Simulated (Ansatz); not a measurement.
The relaxed structure here is a generated cell of B4OsW: the first start was made by placing the elements on the sites of a structure type, and the end was not matched to a known phase here, so it may be hypothetical.

The start is a generated trial cell of B4OsW in the AFLOW prototype AB4C_hP6_191_a_h_b (as in MgAlB4). The structure is fully relaxed (lattice and positions, P = 0) with r2SCAN (plane waves to 500 eV, PAW, scalar-relativistic; Ansatz, a first-principles code). First-step values are on the input's coarse k-mesh.

Ansatz input (later rounds restart from its end on a renewed k-mesh):
Ansatz 0.2 input:
```yaml
crystal:
  lattice:
    - [3.0759038, 0, 0]
    - [-1.5379519, 2.6638108, 0]
    - [0, 0, 6.7820307]
  atoms:
    - { symbol: Os, position: [0, 0, 0.5] }
    - { symbol: W, position: [0, 0, 0] }
    - { symbol: B, position: [0.33333333, 0.66666667, 0.2413] }
    - { symbol: B, position: [0.66666667, 0.33333333, 0.2413] }
    - { symbol: B, position: [0.66666667, 0.33333333, 0.7587] }
    - { symbol: B, position: [0.33333333, 0.66666667, 0.7587] }
basis: { ecutwfc: 500, ecutrho_ratio: 4, xc_grid: 4, fft_grid_basis: typed }
kpoints: { mp_grid: { grid: [9, 9, 4] } }
hamiltonian:
  xc: r2scan
  dispersion: none
  pseudopotentials: { kind: paw }
scf: { occupations: { method: fermi_dirac, width: 0.05 } }
relax: { f_tol: 0.01, max_steps: 100, cell: { stress_tol: 0.02 } }
output: { forces: true, stress: true }
```

### Question
How much energy is released per atom?

### Answer
0.06 eV/atom.

### Question
How do the shortest distances between atoms change?

### Answer
The closest pairs of elements (up to four, under 3.6 Å), start → end: B–B 1.78 → 1.71 Å; B–W 2.41 → 2.42 Å; B–Os 2.50 → 2.46 Å; Os–Os 3.08 → 2.96 Å.

### Question
Is the relaxed structure metallic? Give its gap.

### Answer
Zero (metallic).

### Question
Give the final cell and atomic positions.

### Answer

Space group P6/mmm (No. 191); a = 2.956 Å, b = 2.956 Å, c = 6.957 Å, α = 90.00°, β = 90.00°, γ = 120.00°

```csv
atom,site,symmetry,x,y,z
Os,1b,6/mmm,0.0000,0.0000,0.5000
W,1a,6/mmm,0.0000,0.0000,0.0000
B,4h,3m.,0.3333,0.6667,0.2458
```

The space group stays P6/mmm (No. 191) (the run could not lower it); the end is AFLOW prototype AB4C_hP6_191_a_h_b (as in MgAlB4), with 6 atoms in the primitive cell. Final values are on a 18×18×7 k-mesh of the relaxed cell. No spin polarisation in the result.

The run could not lose the symmetry of its start: the end is stationary, and may be a saddle point rather than a minimum.
